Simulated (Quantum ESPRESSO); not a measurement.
# Zn4OS3: input and log of a self-consistent run

Computed values, not a measurement. The program is pw.x of Quantum ESPRESSO 7.5 (plane-wave density functional theory). The cell is made up: 8 atoms on a wurtzite lattice, with randomly drawn elements, strain and displacements, not relaxed. PseudoDojo standard norm-conserving files (v0.5 for PBE, v0.4.1 for LDA and PBEsol) set the functional; there is no spin polarisation, spin-orbit coupling or dispersion term, and the masses in the input are unused placeholders.

Input:

```
&control calculation='scf', pseudo_dir='./dojo.nc.sr.pbe.v0_5.standard.upf', outdir='./o', disk_io='low', tprnfor=.true., tstress=.true. /
&system ibrav=0, nat=8, ntyp=3, nbnd=58, ecutwfc=105.61755193, nosym=.true., tot_charge=0,
 occupations='smearing', smearing='fd', degauss=0.0018374661
/
&electrons conv_thr=7.350e-09, electron_maxstep=60, /
ATOMIC_SPECIES
O 1.0 O.upf
S 1.0 S.upf
Zn 1.0 Zn.upf
CELL_PARAMETERS angstrom
3.9538 0.0105 0.0619
0.0183 6.885 -0.0072
0.1011 -0.0068 6.2868
ATOMIC_POSITIONS angstrom
Zn 0.0148 -0.0012 0.0144
Zn 1.9977 3.444 0.0324
Zn 2.0727 1.1234 3.1904
Zn 0.062 4.5879 3.1912
O 0.0416 0.0172 2.3822
S 2.0164 3.4518 2.3961
S 2.0669 1.1701 5.5487
S 0.0927 4.5293 5.4954
K_POINTS automatic
7 6 6 1 1 1
```

The log is shortened where brackets say so; the opening notice, blank lines, dates and the lines on written files are dropped, and the path of the files is cut. It prints rydbergs, bohrs and kilobars, and counts compression as positive stress. With no partly filled state, the Fermi energy that it prints is only some level between the filled and the empty states on the mesh, and need not lie in the true gap.

```
     Program PWSCF v.7.5
     Parallel version (MPI & OpenMP), running on       4 processor cores
     Number of MPI processes:                 4
     Threads/MPI process:                     1
     [start-up lines left out]
     bravais-lattice index     =            0
     lattice parameter (alat)  =       7.4725  a.u.
     unit-cell volume          =    1154.6010 (a.u.)^3
     number of atoms/cell      =            8
     number of atomic types    =            3
     number of electrons       =       104.00
     number of Kohn-Sham states=           58
     kinetic-energy cutoff     =     105.6176  Ry
     charge density cutoff     =     422.4702  Ry
     scf convergence threshold =      7.3E-09
     mixing beta               =       0.7000
     number of iterations used =            8  plain     mixing
     Exchange-correlation= PBE
                           (   1   4   3   4   0   0   0)
     [axes and pseudopotential details left out]
   Cartesian axes
     site n.     atom                  positions (alat units)
         1        Zn     tau(   1) = (   0.0037428  -0.0003035   0.0036416  )
         2        Zn     tau(   2) = (   0.5051971   0.8709510   0.0081936  )
         3        Zn     tau(   3) = (   0.5241638   0.2840959   0.8068182  )
         4        Zn     tau(   4) = (   0.0156791   1.1602311   0.8070205  )
         5        O      tau(   5) = (   0.0105202   0.0043497   0.6024330  )
         6        S      tau(   6) = (   0.5099261   0.8729235   0.6059482  )
         7        S      tau(   7) = (   0.5226970   0.2959058   1.4032072  )
         8        S      tau(   8) = (   0.0234428   1.1454118   1.3897282  )
     number of k points=   126  Fermi-Dirac smearing, width (Ry)=  0.0018
     Number of k-points >= 100: set verbosity='high' to print them.
     Dense  grid:   169355 G-vectors     FFT dimensions: (  50,  90,  80)
     Estimated max dynamical RAM per process >     849.04 MB
     Estimated total dynamical RAM >       3.20 GB
     Initial potential from superposition of free atoms
     starting charge     103.9994, renormalised to     104.0000
     Starting wfcs are   56 randomized atomic wfcs +    2 random wfcs
     total cpu time spent up to now is       12.8 secs
     per-process dynamical memory:   745.4 Mb
     Self-consistent Calculation
     iteration #  1     ecut=   105.62 Ry     beta= 0.70
     Davidson diagonalization with overlap
     ethr =  1.00E-02,  avg # of iterations =  4.3
     total cpu time spent up to now is       47.1 secs
     total energy              =   -1771.07883071 Ry
     estimated scf accuracy    <       1.13863102 Ry
     iteration #  2     ecut=   105.62 Ry     beta= 0.70
     Davidson diagonalization with overlap
     ethr =  1.09E-03,  avg # of iterations =  6.8
     total cpu time spent up to now is       90.5 secs
     total energy              =   -1770.25055095 Ry
     estimated scf accuracy    <       8.65046148 Ry
     iteration #  3     ecut=   105.62 Ry     beta= 0.70
     Davidson diagonalization with overlap
     ethr =  1.09E-03,  avg # of iterations =  5.2
     total cpu time spent up to now is      132.8 secs
     total energy              =   -1771.66374786 Ry
     estimated scf accuracy    <       0.47822550 Ry
     iteration #  4     ecut=   105.62 Ry     beta= 0.70
     Davidson diagonalization with overlap
     ethr =  4.60E-04,  avg # of iterations =  2.0
     total cpu time spent up to now is      165.0 secs
     total energy              =   -1771.69434947 Ry
     estimated scf accuracy    <       0.07259973 Ry
     iteration #  5     ecut=   105.62 Ry     beta= 0.70
     Davidson diagonalization with overlap
     ethr =  6.98E-05,  avg # of iterations =  3.2
     total cpu time spent up to now is      197.8 secs
     total energy              =   -1771.69149215 Ry
     estimated scf accuracy    <       0.01934619 Ry
     [iterations 6 to 7 left out]
     iteration #  8     ecut=   105.62 Ry     beta= 0.70
     Davidson diagonalization with overlap
     ethr =  1.68E-07,  avg # of iterations =  2.0
     total cpu time spent up to now is      308.9 secs
     total energy              =   -1771.69481945 Ry
     estimated scf accuracy    <       0.00001262 Ry
     iteration #  9     ecut=   105.62 Ry     beta= 0.70
     Davidson diagonalization with overlap
     ethr =  1.21E-08,  avg # of iterations =  2.7
     total cpu time spent up to now is      346.4 secs
     total energy              =   -1771.69482241 Ry
     estimated scf accuracy    <       0.00000066 Ry
     iteration # 10     ecut=   105.62 Ry     beta= 0.70
     Davidson diagonalization with overlap
     ethr =  6.33E-10,  avg # of iterations =  2.6
     total cpu time spent up to now is      381.7 secs
     total energy              =   -1771.69482254 Ry
     estimated scf accuracy    <       0.00000006 Ry
     iteration # 11     ecut=   105.62 Ry     beta= 0.70
     Davidson diagonalization with overlap
     ethr =  5.48E-11,  avg # of iterations =  3.5
     total cpu time spent up to now is      422.4 secs
     total energy              =   -1771.69482255 Ry
     estimated scf accuracy    <       0.00000002 Ry
     iteration # 12     ecut=   105.62 Ry     beta= 0.70
     Davidson diagonalization with overlap
     ethr =  1.58E-11,  avg # of iterations =  2.0
     total cpu time spent up to now is      455.9 secs
     End of self-consistent calculation
     Number of k-points >= 100: set verbosity='high' to print the bands.
     the Fermi energy is     6.2644 ev
!    total energy              =   -1771.69482256 Ry
     estimated scf accuracy    <          5.1E-10 Ry
     smearing contrib. (-TS)   =      -0.00000000 Ry
     internal energy E=F+TS    =   -1771.69482256 Ry
     The total energy is F=E-TS. E is the sum of the following terms:
     one-electron contribution =   -1492.25662577 Ry
     hartree contribution      =     761.38310989 Ry
     xc contribution           =    -206.57191435 Ry
     ewald contribution        =    -834.24939232 Ry
     convergence has been achieved in  12 iterations
     Forces acting on atoms (cartesian axes, Ry/au):
     atom    1 type  3   force =    -0.00375993   -0.00225762    0.04223321
     atom    2 type  3   force =    -0.00534935   -0.00047162    0.00111538
     atom    3 type  3   force =     0.00718898   -0.03228133   -0.03431351
     atom    4 type  3   force =    -0.00374837    0.03102134   -0.03046712
     atom    5 type  1   force =    -0.00833539   -0.00108238   -0.00658963
     atom    6 type  2   force =     0.00490955   -0.00012682    0.00267279
     atom    7 type  2   force =     0.00369854   -0.01503232    0.00796694
     atom    8 type  2   force =     0.00539597    0.02023076    0.01738194
     Total force =     0.084840     Total SCF correction =     0.000071
     Computing stress (Cartesian axis) and pressure
          total   stress  (Ry/bohr**3)                   (kbar)     P=      -77.25
  -0.00056880   0.00001441  -0.00005791          -83.67        2.12       -8.52
   0.00001441  -0.00060301  -0.00000374            2.12      -88.71       -0.55
  -0.00005791  -0.00000374  -0.00040360           -8.52       -0.55      -59.37
     init_run     :     11.04s CPU     11.62s WALL (       1 calls)
     electrons    :    437.48s CPU    443.14s WALL (       1 calls)
     forces       :      5.70s CPU      5.72s WALL (       1 calls)
     stress       :     19.24s CPU     19.71s WALL (       1 calls)
     [timing details left out]
     PWSCF        :   7m54.90s CPU   8m 1.74s WALL
     JOB DONE.
```

In other units: free energy -24105.136 eV for the cell, pressure -7.73 GPa, largest force component 1.086 eV/Å. This run is the check on a run of the same cell at 1143 eV and a 5 x 4 x 4 mesh: rerunning at 1437 eV and a 7 x 6 x 6 mesh moved values by no more than 0.004 eV in energy, 0.05 GPa in stress and 0.003 eV/Å in force.